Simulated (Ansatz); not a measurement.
Input and command of a plane-wave DFT calculation in Ansatz:

```yaml
crystal:
  lattice:
    - [-0.0269333372, 4.113826111, 4.1812404373]
    - [4.1265470974, 0.0072917301, 4.14701537]
    - [4.118777485, 4.0718314313, 0.0150613425]
  atoms:
    - { symbol: Ba, position: [0.4747697325, 0.5363011537, 0.4817019712] }
    - { symbol: Ba, position: [0.7175362572, 0.7369023882, 0.8269344902] }
    - { symbol: W, position: [0.111377945, 0.1412447968, 0.1618339126] }
    - { symbol: W, position: [0.6217841094, 0.0938728975, 0.1132595558] }
    - { symbol: W, position: [0.1411288106, 0.1053655278, 0.6099546247] }
    - { symbol: W, position: [0.1834031452, 0.6363132359, 0.0563154455] }
basis:
  ecutwfc: 420
kpoints:
  mp_grid: { grid: [6, 6, 6] }
hamiltonian:
  xc: pbe
scf:
  occupations: { method: gaussian, width: 0.1 }
output:
  forces: true
  stress: true
  eigenvalues: true
relax:
  adjacent_minimum: "off"
  f_tol: 0.015
  max_steps: 120
  cell: { stress_tol: 0.15 }
```

```bash
ansatz run input.yaml --threads 1 --pin off --max-ram 2560MiB --backend cpu --events-out ev --progress --plain --runs-dir out
```

Processor: Arm Neoverse V2, 1 thread, on a host shared with other jobs.

Task: Estimate time, memory and problem size.

Result: About 6.9 min on 1 thread of Arm Neoverse V2, on a shared host, peak memory 0.75 GiB. It solves 46 bands at 112 k points (the mesh reduced by the symmetry that the task leaves, which can be less than the crystal's) with about 2685 plane waves (on the last cell), in 39 SCF iterations over 6 ionic steps.
